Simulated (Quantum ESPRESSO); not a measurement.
```
CELL_PARAMETERS angstrom
      0.00000     2.94056     2.94056
      2.94056     0.00000     2.94056
      2.94056     2.94056     0.00000
ATOMIC_POSITIONS crystal
  P  0.75000 0.75000 0.75000
  In 0.00000 0.00000 0.00000
```

Cell and atoms were relaxed with PBEsol from Materials Project entry mp-20351, within its symmetry.

### Question
What does norm-conserving PBE (Quantum ESPRESSO, 70 Ry, no spin-orbit coupling) give for the electronic structure near the Fermi level?

### Answer
The PBE gap is direct, 0.65 eV at Γ. Spin-orbit splittings are left out.
